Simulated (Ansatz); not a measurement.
Relaxation of a relaxed Ru cell displaced along its unstable phonon at q = (½, ½, 0) of its primitive reciprocal cell (95i cm⁻¹), largest move 0.15 Å; 2 atoms in the cell, which starts as P4/nmm, origin choice 1 (No. 129), tP2; a = 3.5227 Å, b = 3.5227 Å, c = 2.4909 Å, α = 90.00°, β = 90.00°, γ = 90.00°. These are r2SCAN (plane waves to 500 eV, PAW, scalar-relativistic; Ansatz, a program for electronic structure) values and carry that method's errors. Γ-centred k-mesh 13×13×13 on the run's cell (coarser than for final values), Fermi–Dirac smearing 0.05 eV. This is the first round of the run. 

The optimiser's lines from the output (shortened; P is positive under compression):

```
relax step   1: F+E_penalty+E_count = -11779.12570765 eV  Δ(F+E_penalty+E_count) = +0.000e0 eV  max|allowed force component| = 1.646e-1 eV/Å  Δτ_max = 0.0000 Å  P = -1.103 GPa  Ω = 30.912 Å³  (7 SCF iters, dr2 threshold 1.00e-7 eV, accepted)
relax step   2: F+E_penalty+E_count = -11779.14324409 eV  Δ(F+E_penalty+E_count) = -1.754e-2 eV  max|allowed force component| = 2.656e-1 eV/Å  Δτ_max = 0.0400 Å  P = +1.782 GPa  Ω = 30.467 Å³  (7 SCF iters, dr2 threshold 2.00e-7 eV, accepted)
relax step   3: F+E_penalty+E_count = -11779.42323556 eV  Δ(F+E_penalty+E_count) = -2.800e-1 eV  max|allowed force component| = 1.718e0 eV/Å  Δτ_max = 0.1951 Å  P = +12.511 GPa  Ω = 28.577 Å³  (9 SCF iters, dr2 threshold 2.00e-7 eV, accepted)
relax step   4: F+E_penalty+E_count = -11779.96981107 eV  Δ(F+E_penalty+E_count) = -5.466e-1 eV  max|allowed force component| = 5.071e-1 eV/Å  Δτ_max = 0.1954 Å  P = +17.547 GPa  Ω = 26.960 Å³  (9 SCF iters, dr2 threshold 2.00e-7 eV, accepted)
relax step   5: F+E_penalty+E_count = -11780.21939861 eV  Δ(F+E_penalty+E_count) = -2.496e-1 eV  max|allowed force component| = 4.840e-2 eV/Å  Δτ_max = 0.0462 Å  P = +6.199 GPa  Ω = 27.490 Å³  (6 SCF iters, dr2 threshold 2.00e-7 eV, accepted)
relax step   6: F+E_penalty+E_count = -11780.24236319 eV  Δ(F+E_penalty+E_count) = -2.296e-2 eV  max|allowed force component| = 1.917e-1 eV/Å  Δτ_max = 0.0221 Å  P = -3.150 GPa  Ω = 28.275 Å³  (8 SCF iters, dr2 threshold 2.00e-7 eV, accepted)
relax step   7: F+E_penalty+E_count = -11780.25083372 eV  Δ(F+E_penalty+E_count) = -8.471e-3 eV  max|allowed force component| = 2.108e-2 eV/Å  Δτ_max = 0.0166 Å  P = +2.036 GPa  Ω = 27.695 Å³  (7 SCF iters, dr2 threshold 2.00e-7 eV, accepted)
relax step   8: F+E_penalty+E_count = -11780.25677863 eV  Δ(F+E_penalty+E_count) = -5.945e-3 eV  max|allowed force component| = 1.484e-2 eV/Å  Δτ_max = 0.0003 Å  P = -0.218 GPa  Ω = 27.926 Å³  (5 SCF iters, dr2 threshold 2.00e-7 eV, accepted)
relax step   9: F+E_penalty+E_count = -11780.25684601 eV  Δ(F+E_penalty+E_count) = -6.738e-5 eV  max|allowed force component| = 7.660e-4 eV/Å  Δτ_max = 0.0011 Å  P = +0.001 GPa  Ω = 27.909 Å³  (4 SCF iters, dr2 threshold 2.00e-7 eV, accepted)
relax step  10: F+E_penalty+E_count = -11780.25597499 eV  Δ(F+E_penalty+E_count) = +8.710e-4 eV  max|allowed force component| = 7.894e-4 eV/Å  Δτ_max = 0.0000 Å  P = -0.050 GPa  Ω = 27.909 Å³  stress off target by 7.62e-2 GPa  SCF on the basis re-selected at this cell (its energy is not comparable with the rows above)  (7 SCF iters)
relax step  11: F+E_penalty+E_count = -11780.25598123 eV  Δ(F+E_penalty+E_count) = -6.247e-6 eV  max|allowed force component| = 2.305e-5 eV/Å  Δτ_max = 0.0001 Å  P = -0.001 GPa  Ω = 27.904 Å³  (4 SCF iters, dr2 threshold 1.45e-8 eV, accepted)
relax step  12: F+E_penalty+E_count = -11780.25597857 eV  Δ(F+E_penalty+E_count) = +2.662e-6 eV  max|allowed force component| = 1.914e-5 eV/Å  Δτ_max = 0.0000 Å  P = -0.001 GPa  Ω = 27.904 Å³  stress off target by 1.45e-3 GPa  SCF on the basis re-selected at this cell (its energy is not comparable with the rows above)  (4 SCF iters)
```

From the first to the last row the energy changes by -0.57 eV/atom and the volume by -9.7 %. The last row is marked as not comparable with the walk above it, whose basis was carried along; it does compare with step 1, since both stand on a basis selected at the nominal cutoff for their own cell.

Later rounds, restarted from the end of this one on a renewed k-mesh, logged 8 more steps and released under 0.01 eV/atom more. The final structure after all rounds: I4/mmm (No. 139), tI2, AFLOW prototype A_tI2_139_a (A_a); a = b = 3.1980 Å, c = 2.7276 Å, α = β = γ = 90.00°. Between re-selections the logged energies stand on a plane-wave basis carried along with the cell. No spin polarisation in the result.

The run could not lose the symmetry of its start, so the end can be a saddle point.

The relaxed structure here is a generated cell of Ru: the first start was made by placing the elements on the sites of a structure type, and the end was not matched to a known phase here, so it may be hypothetical. Known forms of Ru include space group No. 194.
